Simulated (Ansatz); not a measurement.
**Slab of hcp Ru (0001), 5 layers**

The slab is cut from the hcp crystal, the stable phase, as relaxed on PAW files (13.32 Å³/atom), with 16 Å of vacuum and a dipole correction:

```
CELL_PARAMETERS angstrom
2.69025 0.00000 0.00000
-1.34512 2.32982 0.00000
0.00000 0.00000 24.49960
ATOMIC_POSITIONS crystal
Ru 0.00000 0.00000 0.32654
Ru 0.33333 0.66667 0.41327
Ru 0.00000 0.00000 0.50000
Ru 0.33333 0.66667 0.58673
Ru 0.00000 0.00000 0.67346
```

Computed with Ansatz 0.2.0; functional PBEsol, scalar-relativistic. Settings: a Γ-centred 15×15×1 k mesh, Fermi–Dirac smearing of 0.05 eV, no spin polarisation. Methods: LAPW: all electrons, basis error target 1 meV/atom; PAW: frozen-core files, cutoff 420 eV.

The bulk energy comes from a cell in the slab's orientation on a 15×15×9 mesh. The surface energy is (E(slab) − N·E(bulk))/2A at zero smearing, the mean of both faces; thin slabs carry quantum-size effects.

The PAW files were made under PBE. The cell is 1×1, so reconstructions are forbidden, and in slabs of four or five layers the relaxations can be far larger than at a real surface.

Task: As cut, the LAPW slab lies 2.454 eV above 5 atoms of bulk. What surface energy is that?

Result: Over two faces of 6.27 Å² it is 195.7 meV/Å², and times 16.02 J/m² per eV/Å² that gives γ = 3.136 J/m².

```csv
method,γ as cut (J/m²),γ relaxed (J/m²),Φ as cut (eV),Φ relaxed (eV)
LAPW,3.136,3.064,5.16,5.10
PAW,3.132,3.060,5.16,5.10
```

Task: How do the spacings between the planes relax?

Result: From the bottom face up: d12 -3.6 % of 2.125 Å, d23 +0.7 % of 2.125 Å, d34 +0.7 % of 2.125 Å, d45 -3.6 % of 2.125 Å.

Task: What changes if the vacuum is set to 7 Å?

Result: LAPW then gives: no gap, work function 4.98 (top) and 5.02 (bottom) eV; PAW: no gap, work function 4.56 (top) and 4.73 (bottom) eV. The program warns that the vacuum is too thin.

Task: What changes if the images along the normal are cut off in place of the dipole correction?

Result: LAPW then gives: no gap, work function 5.10 eV; PAW: no gap, work function 5.10 eV.

Task: A 3d core hole is made on one atom of each kind in every 1×1 cell (PAW hole dataset, neutral cell, valence without spin). What does it cost by layer?

Result: layer 1 279.13 eV, layer 2 279.64 eV, layer 3 279.48 eV. Shifts between layers mean more than the absolute values, and a whole layer of holes screens otherwise than one hole.
